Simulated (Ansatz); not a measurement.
A distorted cell of KI (rock salt):

```
CELL_PARAMETERS angstrom
      0.00000     3.54577     3.54577
      3.54577     0.00000     3.54577
      3.54577     3.54577     0.00000
ATOMIC_POSITIONS crystal
  I  0.00000 0.00000 0.00000
  K  0.48026 0.51974 0.51974
```

Calculation: r2SCAN (plane waves to 500 eV, PAW, scalar-relativistic; Ansatz, a program for electronic structure). k mesh 7×7×7 (Γ-centred), Fermi-Dirac smearing 0.05 eV. E stands for the smeared free energy. Stress and pressure are positive under compression. KI was relaxed with its symmetry unable to fall. Spin-orbit coupling is left out, though I is heavy.

Problem. What forces act on the atoms (eV/Å, Cartesian)?

Solution. 
```
atom      Fx     Fy     Fz
----  ------  -----  -----
I1     0.165  0.000  0.000
K2    -0.165  0.000  0.000
```

Problem. In it atom 2 sits (0.140, 0.000, 0.000) Å away from its relaxed site. What is its energy relative to the relaxed cell?

Solution. 11.3 meV/cell.

(For displaced atoms, the force is minus the slope of the energy, and its curvature is a force constant, which sets phonon frequencies.)
